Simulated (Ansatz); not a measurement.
Here is the system:

PbSe (rock salt)

```
CELL_PARAMETERS angstrom
      0.00000     3.08901     3.08901
      3.08901     0.00000     3.08901
      3.08901     3.08901     0.00000
ATOMIC_POSITIONS crystal
  Se 0.00000 0.00000 0.00000
  Pb 0.50000 0.50000 0.50000
```

In each cell atom 2 (Pb, nearest neighbour Se at 3.089 Å; its periodic images, 4.4 Å or more away, move with it) moves by s·(0.000, 0.000, 1.000) (towards the nearest neighbour), the rest being held.

Computed with r2SCAN (plane waves to 500 eV, PAW, scalar-relativistic; Ansatz, a program for electronic structure). k mesh 8×8×8 (Γ-centred), Fermi-Dirac smearing 0.05 eV. Energies are smeared free energies. PbSe was relaxed with its symmetry unable to fall. Spin-orbit coupling is left out, though Pb is heavy. ΔE is measured from the undisplaced structure.

The scan covers s from -0.310 to 0.310 Å in 11 points.

Task: Is this a single well or a double well?

Result: A single well with its minimum at or next to zero displacement.

Task: Is the energy the same for equal positive and negative displacements?

Result: Even: the same for both signs. With its periodic images moving along, the atom's site symmetry in this cell is m-3m.

Task: What force acts on the atom along the line at s = -0.310 Å?

Result: 0.427 eV/Å.

Task: What is the energy change at s = 0.310 Å?

Result: 37.5 meV/cell.

(A displaced cell: forces are minus the slopes of the energy, force constants its curvatures, and phonons follow from these.)
